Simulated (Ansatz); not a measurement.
TlBr (CsCl type) was relaxed and computed twice in Ansatz (plane waves, PAW), once with PBE and once with PBE+D3(BJ).

```
                                                                                                        run 1                                     run 2
-------------------------------  ----------------------------------------------------------------------------  ----------------------------------------
cell                             a = 4.0529 Å, b = 4.0529 Å, c = 4.0529 Å, α = 90.00°, β = 90.00°, γ = 90.00°  a = b = c = 3.9798 Å, α = β = γ = 90.00°
gap (eV)                                                                                                 1.99                                      1.86
ΔH_f (eV/atom)                                                                                          -0.84                                     -0.84
electron conductivity mass (mₑ)                                                                          0.22                                      0.20
```

### Question
Which run used which functional?

### Answer
Run 1 is PBE, run 2 is PBE+D3(BJ).

All cells were relaxed under the symmetry of their starts (and spin orders); stability against distortions was not tested throughout. Scalar-relativistic: spin–orbit coupling is off unless named, which matters more the heavier the elements.

Potentials: the later of the program's two PAW sets.

Ansatz (a program for electronic structure) is a plane-wave DFT program.

Formation energies count from the lowest solids of the elements computed at the same level, not from gases.
